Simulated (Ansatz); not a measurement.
Relax this structure to zero stress and force, keeping its symmetry:

Space group I4/mmm (No. 139). a = 3.795 Å, b = 3.795 Å, c = 8.748 Å, α = 90.00°, β = 90.00°, γ = 90.00°
```csv
atom,site,symmetry,x,y,z
Ti,2a,4/mmm,0.0000,0.0000,0.0000
Ga,2b,4/mmm,0.5000,0.5000,0.0000
Ga,4d,-4m2,0.0000,0.5000,0.2500
```

All numbers below come from DFT r2SCAN, scalar-relativistic, plane waves, PAW (Ansatz).

Settings: cutoff 500 eV, Γ-centred mesh 16×16×16 on the computed 4-atom cell, Gaussian smearing of 0.10 eV; no spin polarisation.

Problem. What does it relax to?

Solution. The volume falls by 0.30 Å³/atom to 15.44 Å³/atom, and the energy falls by 2.5 meV/atom. Final structure:
```
CELL_PARAMETERS angstrom
-1.88072 1.88072 4.36633
1.88072 -1.88072 4.36633
1.88072 1.88072 -4.36633
ATOMIC_POSITIONS crystal
Ti 0.00000 0.00000 0.00000
Ga 0.50000 0.50000 0.00000
Ga 0.75000 0.25000 0.50000
Ga 0.25000 0.75000 0.50000
```

Cost: 1 run of about 11 core-minutes, on Arm Neoverse V1 (shared hosts).